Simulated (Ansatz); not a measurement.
SiRu in space group P2_13 (No. 198; Si on 4a, Ru on 4a) under volume change, PBE in the plane-wave PAW code Ansatz, shape and atoms relaxed at each volume.

| V (Å³/atom) | E − E(relaxed) (meV/atom) | P (GPa) |
|---|---|---|
| 12.082 | ___ | ___ |
| 12.480 | 35.2 | 15.15 |
| 12.879 | 8.2 | 6.85 |
| 13.277 | 0.0 | 0.00 |
| 13.675 | ___ | ___ |
| 14.074 | 27.2 | -10.28 |
| 14.472 | 57.7 | -14.11 |

Problem. What belongs in the gaps?

Solution. 
- 12.082, E − E(relaxed) (meV/atom): 84.7
- 12.082, P (GPa): 25.01
- 13.675, E − E(relaxed) (meV/atom): 7.2
- 13.675, P (GPa): -5.61

Problem. What does a third-order Birch–Murnaghan fit give for V₀, B₀ and B′?

Solution. V₀ = 13.28 Å³/atom, B₀ = 206 GPa, B′ = 5.3.

The PBE relaxation kept the symmetry of its start. The run is not spin-polarised. Spin–orbit coupling is left out wherever it is not named.

Potentials: the later of the program's two PAW sets.
